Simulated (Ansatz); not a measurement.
SnS (GeS type, space group Pnma)

```
SnS
1.0
   11.15496     0.00000     0.00000
    0.00000     3.99977     0.00000
    0.00000     0.00000     4.26144
Sn S
4 4
Direct
  0.61841   0.75000   0.61182
  0.88159   0.25000   0.11182
  0.38159   0.25000   0.38818
  0.11841   0.75000   0.88818
  0.35287   0.75000   0.97527
  0.14713   0.25000   0.47527
  0.64713   0.25000   0.02473
  0.85287   0.75000   0.52473
```

The slice is a (001) plane (indices of the conventional cell) through the point (0.353, 0.750, 0.975) (fractional), spanned by u = [010] and v = [100] in vectors of this cell: u (4.00 Å) and v (11.15 Å, at 90° to u). It covers one period; positions are fractions (u, v).

The numbers are results of PBE-D3(BJ) (plane waves to 420 eV, PAW, scalar-relativistic; Ansatz, a program for electronic structure), not measurements. k mesh 3×8×8. Near the nuclei the fields are pseudised (PAW); where an atom keeps semicore shells as valence, they peak there. SnS was relaxed with its symmetry unable to fall.

**Question.** Sketch the density of the highest valence band (whole band, smooth part) on this plane as a map.

**Answer.** 
| v \ u | 0.00 | 0.18 | 0.36 | 0.55 | 0.73 | 0.91 |
|---|---|---|---|---|---|---|
| 0.88 | 0.005 | 0.003 | 0.001 | 0.001 | 0.002 | 0.004 |
| 0.75 | 0.011 | 0.029 | 0.004 | 0.001 | 0.015 | 0.021 |
| 0.62 | 0.009 | 0.008 | 0.020 | 0.028 | 0.012 | 0.008 |
| 0.50 | 0.002 | 0.005 | 0.021 | 0.023 | 0.013 | 0.002 |
| 0.38 | 0.002 | 0.005 | 0.022 | 0.032 | 0.011 | 0.002 |
| 0.25 | 0.002 | 0.005 | 0.042 | 0.067 | 0.016 | 0.002 |
| 0.12 | 0.011 | 0.005 | 0.002 | 0.003 | 0.002 | 0.009 |
| 0.00 | 0.001 | 0.039 | 0.005 | 0.002 | 0.016 | 0.038 |

Values: density of the highest valence band (whole band, smooth part) in e/Å³.
